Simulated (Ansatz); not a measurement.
Bi$_{2}$Se$_{3}$ (Bi2Te3 type, space group R-3m)

```yaml
crystal:
  lattice:
    - [2.07216, 1.19636, 9.48267]
    - [-2.07216, 1.19636, 9.48267]
    - [0.00000, -2.39272, 9.48267]
  atoms:
    - { symbol: Bi, position: [0.40087, 0.40087, 0.40087] }
    - { symbol: Bi, position: [0.59913, 0.59913, 0.59913] }
    - { symbol: Se, position: [0.00000, 0.00000, 0.00000] }
    - { symbol: Se, position: [0.21052, 0.21052, 0.21052] }
    - { symbol: Se, position: [0.78948, 0.78948, 0.78948] }
```

Scan: atom 3 (Se, nearest neighbour Bi at 3.069 Å; its periodic images, 4.1 Å or more away, move with it) is displaced along Cartesian [110], direction (0.707, 0.707, 0.000) in Cartesian axes, by s. The other atoms stay.

Level of theory: PBE-D3(BJ) (plane waves to 420 eV, PAW, scalar-relativistic; Ansatz, a first-principles code). k mesh 8×8×8 (Γ-centred), Fermi-Dirac smearing 0.05 eV. E stands for the smeared free energy. Compression counts positive. F∥ is the force on the atom along that direction. Bi2Se3 was relaxed with its symmetry unable to fall. Spin-orbit coupling is left out, though Bi is heavy. The zero of ΔE is the undisplaced structure.

```csv
s (Å),P (GPa),ΔE (meV/cell),F∥ (eV/Å)
-0.610,[?],[?],2.126
-0.488,[?],[?],1.658
-0.366,0.98,215,1.207
-0.244,0.44,94,0.782
-0.122,0.11,23,0.383
0.000,0.00,0,0.000
0.122,0.11,23,-0.383
0.244,0.44,94,-0.782
0.366,0.98,215,-1.207
0.488,[?],[?],-1.658
0.610,[?],[?],-2.126
```

Q: Complete the blanks.

A: 
- -0.610, P (GPa): 2.63
- -0.610, ΔE (meV/cell): 620
- -0.488, P (GPa): 1.71
- -0.488, ΔE (meV/cell): 390
- 0.488, P (GPa): 1.71
- 0.488, ΔE (meV/cell): 390
- 0.610, P (GPa): 2.63
- 0.610, ΔE (meV/cell): 620

(For displaced atoms, the force is minus the slope of the energy, and its curvature is a force constant, which sets phonon frequencies.)
